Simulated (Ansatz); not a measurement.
**Cold compression of Mo (sc type)**

```
CELL_PARAMETERS angstrom
2.55475 0.00000 0.00000
0.00000 2.55475 0.00000
0.00000 0.00000 2.55475
ATOMIC_POSITIONS crystal
Mo 0.00000 0.00000 0.00000
```

The cell comes from a relaxation on PAW files under the same functional, begun from a prototype that needn't be the stable phase.

Its volume is scaled at fixed shape and fractional positions.

Computed with Ansatz 0.2.0; functional LDA, scalar-relativistic. Settings: a Γ-centred 17×17×17 k mesh, Fermi–Dirac smearing of 0.05 eV, no spin polarisation. Methods: LAPW: all electrons, basis error target 1 meV/atom; PAW: frozen-core files, cutoff 420 eV; crystal datasets: all electrons, by PAW datasets that the program makes for each cell; norm-conserving: pseudopotentials, cutoff 1088 eV; PAW (cutoff 800 eV): frozen-core files, cutoff 800 eV.

Energies are extrapolated to zero smearing and count from the unscaled cell; pressure is positive in compression; gaps take the mesh and a band path. No temperature or zero-point motion is included.

The PAW files were made under PBE. The structure type is held throughout; the real material can change phase at far lower pressure.

```
V/V0  V (Å³/atom)  P LAPW (GPa)  ΔE LAPW (eV/atom)  P PAW − LAPW (GPa)  ΔE PAW − LAPW (meV/atom)
1.00        16.67          0.08              0.000               -0.08                       0.0
0.88        14.67          37.2              0.208               -0.10                      -1.1
0.78        13.01          90.9              0.856               -0.13                      -2.3
0.68        11.34         183.6              2.235               -0.22                      -3.9
0.58         9.67             ?              4.959               -0.48                      -7.2
0.50         8.34         622.7              8.947               -1.38                     -13.9
0.43         7.17             ?             14.818               -4.36                     -32.5
```

Q: Fill in "P LAPW (GPa)" for the row "0.58".

A: 360.6.

Q: Fill in "P LAPW (GPa)" for the row "0.43".

A: 1034.

Q: Fit the Vinet equation to the LAPW pressures over the whole range, with residuals weighted by 1/(|P| + 0.03·Pmax).

A: V0 = 16.70 Å³/atom, B0 = 206 GPa and B0′ = 4.63, and the fit misses no point by more than 18 GPa. A fit over so wide a range pins B0 less well than one near rest.

Q: From the table, what is the rise of the enthalpy H = E + pV up to the last row, and how stiff is the crystal between the last two rows?

A: ΔH = 14.818 eV + (1034 GPa × 7.17 Å³ − 0.08 GPa × 16.67 Å³) × 0.006242 eV/(GPa·Å³) = 61.07 eV/atom, of which pV makes 76 %. The mean bulk modulus there is −ΔP/Δln V = 2730 GPa.

Q: At the smallest volume, how far do crystal datasets and norm-conserving and PAW (cutoff 800 eV) lie from LAPW in pressure?

A: crystal datasets: 0.00 GPa; norm-conserving: +11.36 GPa; PAW (cutoff 800 eV): -4.54 GPa, on a LAPW pressure of 1034 GPa.

Q: How do the Löwdin populations by LAPW change from the unscaled cell to the last row?

A: Mo 4s 1.93 → 1.79, Mo 5s 0.69 → 0.43, Mo 4p 5.97 → 5.80, Mo 4d 5.36 → 5.90 electrons an atom. These are projections on the shells that the free atoms fill; 0.05 e a cell lies outside them at the start and 0.10 e at the end.
